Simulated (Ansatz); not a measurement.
Li₂Se (anti-fluorite, Fm-3m), plane-wave PAW r²SCAN (Ansatz code). The conduction-band minimum lies at X, with 3 equivalent valleys. Second derivatives d²E/dk² of the lowest band at one valley (eV·Å²), along Cartesian directions:

| direction | d²E/dk² |
|---|---|
| [100] | 12.78 |
| [010] | 24.37 |
| [001] | 24.37 |
| [110] | 18.58 |
| [101] | 18.58 |
| [011] | 24.36 |

Problem. Find the principal effective masses, the density-of-states mass and the conductivity mass.

Solution. Off-diagonal terms follow from H_xy = H[110] − (H_xx + H_yy)/2, and m*/mₑ = 7.620 eV·Å² over each eigenvalue: 0.31, 0.31, 0.60. One valley's DOS mass (m₁m₂m₃)^(1/3) = 0.39, conductivity mass 3/(Σ 1/mᵢ) = 0.37 mₑ.

Problem. What effective density of states Nc follows at 300 K for parabolic valleys?

Solution. Nc = 2.509e19 × 3 × (0.39)^(3/2) ≈ 1.8e19 cm⁻³.

The r²SCAN relaxation kept the symmetry of its start. Scalar-relativistic: spin–orbit coupling is off unless named, which matters more the heavier the elements.

Potentials: the later of the program's two PAW sets.

Edges and masses are those of Kohn–Sham bands, whose gap is no quasiparticle gap.
